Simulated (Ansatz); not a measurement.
A distorted cell of CuI (zinc blende):

```
CELL_PARAMETERS angstrom
      0.00000     2.98236     2.90282
      2.98236     0.00000     2.90282
      2.98236     2.98236     0.00000
ATOMIC_POSITIONS crystal
  I  0.75000 0.75000 0.75000
  Cu 0.00000 0.00000 0.00000
```

Calculation: PBE (plane waves to 420 eV, PAW, scalar-relativistic; Ansatz, a first-principles code). k mesh 9×9×9 (Γ-centred), Fermi-Dirac smearing 0.05 eV. The energy includes the smearing's −TS. Stress and pressure are positive under compression. CuI is run without spin polarisation. CuI was relaxed with its symmetry unable to fall. Spin-orbit coupling is left out, though I is heavy. The PAW data are Ansatz's earlier set.

Problem. What is the stress tensor (GPa)?

Solution. 
```
   3.90     0.00     0.00
   0.00     3.90     0.00
   0.00     0.00     4.31
```
The pressure, a third of the trace, is 4.04 GPa.

Problem. It is the relaxed cell deformed to V/V₀ = 0.920, (c/a)/(c/a)₀ = 0.973, c along z, fractional positions held. What is its energy relative to the relaxed cell?

Solution. 26.6 meV/atom.

(A scan under strain: stresses follow from slopes of the energy per volume, elastic moduli from its curvatures.)
